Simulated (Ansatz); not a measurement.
Relaxed polymorphs of Sr. These are PBEsol (plane waves to 420 eV, PAW, scalar-relativistic; Ansatz, an electronic-structure program) values and carry that method's errors. One row is withheld; estimate it from its structure type, its coordination and the trend of the others.

| structure | coordination | E − E(first row) (eV/atom) | V (Å³/atom) |
|---|---|---|---|
| Fm-3m, cF4, fcc (Cu type) | Sr 12 (cuboctahedral) | 0.00 | 51.93 |
| P6₃/mmc, hP2, hcp (Mg type) | Sr 12 (anticuboctahedral) | … | … |
| Pm-3m, cP1, simple cubic type | Sr 6 (octahedral) | 0.38 | 52.90 |
| Im-3m, cI2, bcc (W type) | Sr 8 (cubic)+6 | 0.00 | 51.09 |

Problem. Complete the blanks.

Solution. 
- P6₃/mmc, hP2, hcp (Mg type), E − E(first row) (eV/atom): 0.01
- P6₃/mmc, hP2, hcp (Mg type), V (Å³/atom): 52.34

The withheld cell: P6₃/mmc (No. 194), hP2, hcp (Mg type); a = b = 4.190 Å, c = 6.886 Å, α = β = 90.00°, γ = 120.00°; Sr 2d (0.667, 0.333, 0.250). Coordination numbers (neighbours up to the widest gap in distance over summed covalent radii, below 1.35; n+m marks a second, longer set).

Each run could gain symmetry but not lose that of its start, so entries can be saddle points. From databases, or of a type measured for this composition: Fm-3m, cF4, fcc (Cu type); P6₃/mmc, hP2, hcp (Mg type); Im-3m, cI2, bcc (W type); the others are generated cells (placed on structure types, drawn at random, substituted or restacked) that were not matched to a known phase here. Energies are at zero temperature and pressure, without zero-point motion. The runs use different k-meshes, so differences are rounded accordingly. No spin polarisation in the result.
